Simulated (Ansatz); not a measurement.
Y (hcp (Mg type), P6_3/mmc) under volume change, plane-wave PAW r²SCAN+D4 (Ansatz code), shape and atoms relaxed at each volume.

```csv
V (Å³/atom),E − E(relaxed) (meV/atom),P (GPa)
30.229,39.5,4.51
31.226,16.8,2.82
32.222,4.0,1.33
33.219,0.0,0.00
34.215,3.7,-1.17
35.212,14.3,-2.21
36.209,30.9,-3.11
```

### Question
What does a third-order Birch–Murnaghan fit give for V₀, B₀ and B′?

### Answer
V₀ = 33.22 Å³/atom, B₀ = 41.4 GPa, B′ = 3.1.

The r²SCAN+D4 relaxation kept the symmetry of its start. The run is not spin-polarised. The pairwise dispersion correction was not fitted to metals.

Potentials: the later of the program's two PAW sets.
